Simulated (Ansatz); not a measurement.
Data:

TiAl3:
```xyz
4
Lattice="2.7537 0.0000 0.0000 0.0000 4.6340 0.0000 0.0000 0.0000 4.8480" Properties=species:S:1:pos:R:3 pbc="T T T"
Ti     0.0000     2.3170     0.7899
Al     1.3768     2.3170     3.2179
Al     1.3768     0.0000     1.6133
Al     0.0000     0.0000     4.0749
```

This is the LDA-relaxed structure.

Q: All from LDA in the plane-wave PAW code Ansatz, unless another level is named. Estimate the density of states at the Fermi level.

A: 0.65 states/eV per atom (mean over ±0.08 eV).

Q: And the formation energy from the elements (no fitted shifts)?

A: -0.25 eV/atom.

Space group Pmm2. The first step of the workflow began from a Materials Project structure, measured or hypothetical; the Crystallography Open Database copy checked does not list it. With Ti and Al taken as one species the cell has the higher symmetry P6_3/mmc, so it may be an ordered model of a mixed-site phase. Its standing as an ambient phase is unchecked. The cell was relaxed with LDA under the symmetry of its start; its stability against distortions is not shown here. The run is not spin-polarised. The references are the lowest solids computed at this level, not always the standard phases.

Potentials: the later of the program's two PAW sets.
